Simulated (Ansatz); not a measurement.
SiO2:
```yaml
crystal:
  lattice:
    - [5.05939, 0.00000, 0.00000]
    - [-2.52970, 4.38156, 0.00000]
    - [0.00000, 0.00000, 5.54081]
  atoms:
    - { symbol: Si, position: [0.00000, 0.50000, 0.33333] }
    - { symbol: Si, position: [0.50000, 0.00000, 0.00000] }
    - { symbol: Si, position: [0.50000, 0.50000, 0.66667] }
    - { symbol: O, position: [0.58350, 0.79175, 0.83333] }
    - { symbol: O, position: [0.79175, 0.58350, 0.50000] }
    - { symbol: O, position: [0.20825, 0.79175, 0.16667] }
    - { symbol: O, position: [0.41650, 0.20825, 0.83333] }
    - { symbol: O, position: [0.20825, 0.41650, 0.50000] }
    - { symbol: O, position: [0.79175, 0.20825, 0.16667] }
```

Relaxed with r²SCAN. Special points in fractions of this cell's reciprocal vectors: Γ (0.000, 0.000, 0.000); M (0.500, 0.000, 0.000); K (0.333, 0.333, 0.000); A (0.000, 0.000, 0.500); L (0.500, 0.000, 0.500); H (0.333, 0.333, 0.500).

Problem. List the band energies nearest the valence-band maximum at these points for the program Ansatz at the r²SCAN level (PAW).

Solution. In eV from the valence-band maximum; about four levels below and three above (degenerate sets whole), none deeper than 8.9 eV; points with the same levels are listed once.

```csv
k,below,above
Γ,-1.01 -1.01 -0.47 -0.47 -0.20,6.29 9.74 9.74
M,-1.17 -1.02 -0.36 -0.01,8.42 9.26 10.39
K,-1.46 -1.46 -0.50 -0.50 -0.07,9.15 9.15 9.82
A,-1.17 -0.30 -0.01 -0.01,8.16 8.16 9.26
L,-0.94 -0.74 -0.70 -0.35,9.51 9.91 9.99
H,-0.92 -0.89 -0.68 -0.68,9.63 10.08 10.08
```

Space group P6_422. This is a known high-temperature phase of the composition, computed here at zero pressure and temperature. The cell was relaxed with r²SCAN under the symmetry of its start; whether a distortion lowers the energy is not shown.

Potentials: the later of the program's two PAW sets.
